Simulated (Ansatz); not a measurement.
MoP:
```
MoP
1.0
    3.22979     0.00000     0.00000
   -1.61490     2.79708     0.00000
    0.00000     0.00000     6.44055
Mo P
2 2
Direct
  0.00000   0.00000   0.00000
  0.00000   0.00000   0.50000
  0.33333   0.66667   0.25000
  0.66667   0.33333   0.75000
```

Relaxed with PBE. Special points in fractions of this cell's reciprocal vectors: Γ (0.000, 0.000, 0.000); M (0.500, 0.000, 0.000); K (0.333, 0.333, 0.000); A (0.000, 0.000, 0.500); L (0.500, 0.000, 0.500); H (0.333, 0.333, 0.500).

**Question.** List the band energies nearest the Fermi level at these points for plane-wave PAW PBE (Ansatz code).

**Answer.** In eV from the Fermi level; about four levels below and three above (degenerate sets whole), none deeper than 8.9 eV; … stands for higher levels left out; points with the same levels are listed once.

| k | below | above |
|---|---|---|
| Γ | -1.88 -1.88 -1.48 -1.48 -1.45 | 0.35 0.35 0.90 0.90 |
| M | -3.33 -2.47 -1.05 -0.64 | 1.25 1.48 1.64 |
| K | -4.89 -4.89 -3.35 -1.38 -1.38 | 0.18 0.18 0.64 |
| A | -0.84 -0.84 -0.84 -0.84 -0.69 -0.69 | … |
| L | -3.52 -3.52 -2.62 -2.62 | 1.35 1.35 1.66 1.66 |
| H | -4.95 -4.95 -1.76 -1.76 | 1.04 1.04 1.63 1.63 |

Space group P6_3/mmc (NiAs type). A made-up cell: these elements were put on the sites of a structure type; neither database checked (COD, Materials Project) lists it. COD files the formula under space group No. 187, so this cell is another polymorph or a model. Its standing as an ambient phase is unchecked. The cell was relaxed with PBE under the symmetry of its start; whether a distortion lowers the energy is not shown. No spin polarisation was allowed. Spin–orbit coupling is left out wherever it is not named.

Potentials: the later of the program's two PAW sets.
